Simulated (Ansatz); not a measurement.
Given:

Relaxed Bi2Te3 (Bi2Te3 type, space group R-3m):

```
CELL_PARAMETERS angstrom
      2.15783     1.24582     9.87406
     -2.15783     1.24582     9.87406
      0.00000    -2.49164     9.87406
ATOMIC_POSITIONS crystal
  Bi 0.40072 0.40072 0.40072
  Bi 0.59928 0.59928 0.59928
  Te 0.00000 0.00000 0.00000
  Te 0.20741 0.20741 0.20741
  Te 0.79259 0.79259 0.79259
```

Two-dimensional scan of atom 1 (Bi, nearest neighbour Te at 3.036 Å; its periodic images, 4.3 Å or more away, move with it): u runs along (1.000, 0.000, 0.000), v along (0.000, 0.000, 1.000) (Cartesian). Cell and other atoms are fixed.

Computed with PBEsol-D3(BJ) (plane waves to 420 eV, PAW, scalar-relativistic; Ansatz, a first-principles code). k mesh 7×7×7 (Γ-centred), Fermi-Dirac smearing 0.05 eV. Energies are smeared free energies. Bi2Te3 was relaxed with its symmetry unable to fall. Spin-orbit coupling is left out, though Bi and Te are heavy. The PAW data are Ansatz's earlier set. The zero of ΔE is the undisplaced structure. Axes are in Å.

The scan covers u from -0.460 to 0.460 Å in 5 points and v from -0.460 to 0.460 Å in 5 points.

**Question.** In which direction of the plane is the atom held most weakly?

**Answer.** Along u.

**Question.** Is the undisplaced position a minimum, a maximum or a saddle of this map?

**Answer.** A minimum.

**Question.** What are the two principal curvatures of the energy at the centre?

**Answer.** 3.2 and 7.6 eV/Å².

(A displaced cell: forces are minus the slopes of the energy, force constants its curvatures, and phonons follow from these.)
